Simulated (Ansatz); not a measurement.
# Sensitivity of the gradients in CdS with Pb replacing Cd to the input

This input was run with Ansatz:

```yaml
crystal:
  lattice:
    - [8.3, 0.0, 0.0]
    - [-4.15, 7.1880108514, 0.0]
    - [0.0, 0.0, 13.474]
  atoms:
    - { symbol: Pb, position: [0.1666666666, 0.3333333334, 0.0] }
    - { symbol: Cd, position: [0.1666666666, 0.3333333334, 0.5] }
    - { symbol: Cd, position: [0.1666666666, 0.8333333334, 0.0] }
    - { symbol: Cd, position: [0.1666666666, 0.8333333334, 0.5] }
    - { symbol: Cd, position: [0.6666666666, 0.3333333334, 0.0] }
    - { symbol: Cd, position: [0.6666666666, 0.3333333334, 0.5] }
    - { symbol: Cd, position: [0.6666666666, 0.8333333334, 0.0] }
    - { symbol: Cd, position: [0.6666666666, 0.8333333334, 0.5] }
    - { symbol: Cd, position: [0.3333333334, 0.1666666666, 0.25] }
    - { symbol: Cd, position: [0.3333333334, 0.1666666666, 0.75] }
    - { symbol: Cd, position: [0.3333333334, 0.6666666666, 0.25] }
    - { symbol: Cd, position: [0.3333333334, 0.6666666666, 0.75] }
    - { symbol: Cd, position: [0.8333333334, 0.1666666666, 0.25] }
    - { symbol: Cd, position: [0.8333333334, 0.1666666666, 0.75] }
    - { symbol: Cd, position: [0.8333333334, 0.6666666666, 0.25] }
    - { symbol: Cd, position: [0.8333333334, 0.6666666666, 0.75] }
    - { symbol: S, position: [0.1666666666, 0.3333333334, 0.1875] }
    - { symbol: S, position: [0.1666666666, 0.3333333334, 0.6875] }
    - { symbol: S, position: [0.1666666666, 0.8333333334, 0.1875] }
    - { symbol: S, position: [0.1666666666, 0.8333333334, 0.6875] }
    - { symbol: S, position: [0.6666666666, 0.3333333334, 0.1875] }
    - { symbol: S, position: [0.6666666666, 0.3333333334, 0.6875] }
    - { symbol: S, position: [0.6666666666, 0.8333333334, 0.1875] }
    - { symbol: S, position: [0.6666666666, 0.8333333334, 0.6875] }
    - { symbol: S, position: [0.3333333334, 0.1666666666, 0.4375] }
    - { symbol: S, position: [0.3333333334, 0.1666666666, 0.9375] }
    - { symbol: S, position: [0.3333333334, 0.6666666666, 0.4375] }
    - { symbol: S, position: [0.3333333334, 0.6666666666, 0.9375] }
    - { symbol: S, position: [0.8333333334, 0.1666666666, 0.4375] }
    - { symbol: S, position: [0.8333333334, 0.1666666666, 0.9375] }
    - { symbol: S, position: [0.8333333334, 0.6666666666, 0.4375] }
    - { symbol: S, position: [0.8333333334, 0.6666666666, 0.9375] }
kpoints:
  mp_grid: { grid: [3, 3, 2] }
scf:
  occupations: { method: fermi_dirac, width: 0.01 }
  mixing: { preconditioner: resta }
hamiltonian:
  xc: lda
  pseudopotentials: { kind: paw }
  dispersion: d4
output:
  forces: true
  stress: true
  populations: true
  efg: { quadrupole_moments_barn: { S: -0.0694 }, contact_densities: true }
```

It converged. Of its output the block on the nuclei alone is shown, without the SCF iterations, energies, forces and stress (one atom of each set, the first 14 sets):

```
--- PAW observables at the nuclei: V_zz in 10²¹ V/m², potentials from the cell's mean, atoms counted from 1 ---
  atom   1  Pb V_zz =    -0.401285   η = 0.0000   by run symmetry: allowed
            electrostatic potential = -17475.861011 V   contact ρ = 16469297.545385 e/Å³
  atom   2  Cd V_zz =    -0.177453   η = 0.0000   by run symmetry: allowed
            electrostatic potential = -7703.960795 V   contact ρ = 1031718.618162 e/Å³
  atom   3  Cd V_zz =    +0.868128   η = 0.7046   by run symmetry: allowed
            electrostatic potential = -7703.848922 V   contact ρ = 1031719.352818 e/Å³
  atom   4  Cd V_zz =    -0.307455   η = 0.0132   by run symmetry: allowed
            electrostatic potential = -7703.971493 V   contact ρ = 1031718.847469 e/Å³
  atom   9  Cd V_zz =    -0.967416   η = 0.5958   by run symmetry: allowed
            electrostatic potential = -7703.879976 V   contact ρ = 1031718.807764 e/Å³
  atom  10  Cd V_zz =    +0.359131   η = 0.7952   by run symmetry: allowed
            electrostatic potential = -7703.920526 V   contact ρ = 1031718.752767 e/Å³
  atom  15  Cd V_zz =    -0.682971   η = 0.0000   by run symmetry: allowed
            electrostatic potential = -7703.913877 V   contact ρ = 1031718.821903 e/Å³
  atom  16  Cd V_zz =    -0.123931   η = 0.0000   by run symmetry: allowed
            electrostatic potential = -7703.942691 V   contact ρ = 1031718.989174 e/Å³
  atom  17  S  V_zz =    -1.253429   η = 0.0000   by run symmetry: allowed   C_q = +2.1034 MHz
            electrostatic potential = -1633.808849 V   contact ρ = 19605.373074 e/Å³
  atom  18  S  V_zz =    +0.145808   η = 0.0000   by run symmetry: allowed   C_q = -0.2447 MHz
            electrostatic potential = -1633.683956 V   contact ρ = 19603.779065 e/Å³
  atom  19  S  V_zz =    -0.210076   η = 0.9110   by run symmetry: allowed   C_q = +0.3525 MHz
            electrostatic potential = -1633.647250 V   contact ρ = 19603.832950 e/Å³
  atom  20  S  V_zz =    -0.152479   η = 0.2972   by run symmetry: allowed   C_q = +0.2559 MHz
            electrostatic potential = -1633.719584 V   contact ρ = 19603.820703 e/Å³
  atom  25  S  V_zz =    +0.351686   η = 0.1912   by run symmetry: allowed   C_q = -0.5902 MHz
            electrostatic potential = -1633.729668 V   contact ρ = 19603.857143 e/Å³
  atom  26  S  V_zz =    -1.503037   η = 0.0073   by run symmetry: allowed   C_q = +2.5222 MHz
            electrostatic potential = -1633.848398 V   contact ρ = 19605.600990 e/Å³
```

Q: Can these gradients be trusted, and how do they compare with a run on standard settings?

A: As results of these settings, within the limits told below. Against the standard input the change is `hamiltonian.xc`: pbe → lda; `scf.mixing.preconditioner`: not typed → resta; `hamiltonian.dispersion`: not typed → d4. A site carries the number of its first atom; V_zz in 10²¹ V/m².

```csv
site,atom,V_zz standard,η standard,V_zz here,η here
Pb,1,0.018,0.00,-0.40,0.00
Cd2,2,-0.22,0.00,-0.18,0.00
Cd3,3,0.70,0.69,0.87,0.70
Cd9,9,-0.88,0.42,-0.97,0.60
Cd10,10,-0.31,0.60,0.36,0.80
Cd15,15,-0.63,0.00,-0.68,0.00
S17,17,-1.72,0.00,-1.25,0.00
S19,19,0.16,0.89,-0.21,0.91
S20,20,-0.15,0.86,-0.15,0.30
S25,25,0.30,0.34,0.35,0.19
S26,26,-2.11,0.07,-1.50,0.01
S32,32,0.024,0.00,-0.079,0.00
```

The largest change of V_zz along a kept axis is on S26, from -2.11 to -1.50. In per cent, |V_zz| changes by -29 on S (all sites that start above 2). Where |V_zz| stays above 0.1 and the axes keep their order, η moves most on S20, from 0.86 to 0.30. V_zz changes sign on S32 (same axis). On Cd10, S19 the largest principal value lies along another axis in the second run, so the two V_zz can't be compared directly. The table leaves out 4 of the 16 sites, with |V_zz| up to 0.35; their tensors move by 0.04 at most along any direction. The statements above cover all sites. The dispersion term itself leaves the density as it is. Its pressure is -4 GPa, against 4 GPa in the reference run. SCF iterations: 8 and 8. New warnings: dispersion damping borrowed.

On the reference run: The run isn't spin-polarised, and a state with spin may lie lower. The defect repeats with the cell of 32 atoms, so it feels its images: sites between two images don't show the values beside a lone defect, and zeros or small values of η there can come from the images' arrangement. Cd and S carry a gradient in the pure host already, so the values there aren't the defect's effect alone. The defect cell has no gap above 0.1 eV on its mesh, so the values can hang on the smearing and the k-mesh. Without spin–orbit coupling the gradients at and beside Pb can be off by some per cent, at some sites by more. The neighbours have not yet relaxed around the defect (largest force 2.2 eV/Å), so a real crystal will differ.
